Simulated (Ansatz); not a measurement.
Na:
```xyz
4
Lattice="3.6250 0.0000 0.0000 -1.8125 3.1394 0.0000 0.0000 0.0000 11.7471" Properties=species:S:1:pos:R:3 pbc="T T T"
Na     0.0000     0.0000     0.0000
Na     0.0000     0.0000     5.8736
Na     0.0000     2.0929     2.9368
Na     1.8125     1.0465     8.8103
```

Relaxed with LDA. Special points in fractions of this cell's reciprocal vectors: Γ (0.000, 0.000, 0.000); M (0.500, 0.000, 0.000); K (0.333, 0.333, 0.000); A (0.000, 0.000, 0.500); L (0.500, 0.000, 0.500); H (0.333, 0.333, 0.500).

Question: List the band energies nearest the Fermi level at these points for LDA (plane waves, PAW; program Ansatz).

Answer: In eV from the Fermi level; about four levels below and three above (degenerate sets whole), none deeper than 8.9 eV; points with the same levels are listed once.

```csv
k,below,above
Γ,-3.52 -2.41 -2.41,0.61 1.05 5.93 5.93
M,–,0.24 0.30 1.10
K,–,1.42 1.42 1.56
A,-3.24 -3.24 -1.04 -1.04,3.17 3.17 9.05 9.05
L,–,0.46 0.46 0.62 0.62
H,–,1.55 1.55 1.78 1.78
```

Space group P6_3/mmc (dhcp (α-La type)). The workflow started from a Materials Project entry (that database holds measured and hypothetical structures alike); the Crystallography Open Database files this formula in space group No. 194, but the cells were not matched. It is not the phase usual at ambient conditions (space group No. 229). The cell was relaxed with LDA under the symmetry of its start; whether a distortion lowers the energy is not shown.

Potentials: the later of the program's two PAW sets.
